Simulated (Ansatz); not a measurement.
Values for one crystal, relaxed and computed with plane-wave PAW LDA (Ansatz code); other levels are named.

| Property | Result |
|---|---|
| Volume per atom | 13.70 Å³ |
| Electronic character | metallic (no gap) |
| Young's modulus | 714 GPa |
| Poisson's ratio | 0.23 |
| Hill bulk and shear moduli | 449 and 289 GPa |
| Bulk modulus (Birch–Murnaghan fit) | 448 GPa |
| Density of states at the Fermi level | 0.58 states/eV per atom (mean over ±0.08 eV) |

Task: Which of these materials gives this?
A. Mo, hcp (Mg type)
B. Os, hcp (Mg type)
C. Mg, hcp (Mg type)
D. Ti, hcp (Mg type)

Result: B, Os, hcp (Mg type)

Space group P6_3/mmc (hcp (Mg type)). The cell was relaxed with LDA under the symmetry of its start; of distortions, only those at the zone centre were tested. The run is not spin-polarised. As this level gives no gap, shear constants depend on the k-mesh and smearing (Fermi–Dirac, 0.1 eV here). Spin–orbit coupling is left out wherever it is not named.

Potentials: the earlier of the program's two PAW sets.
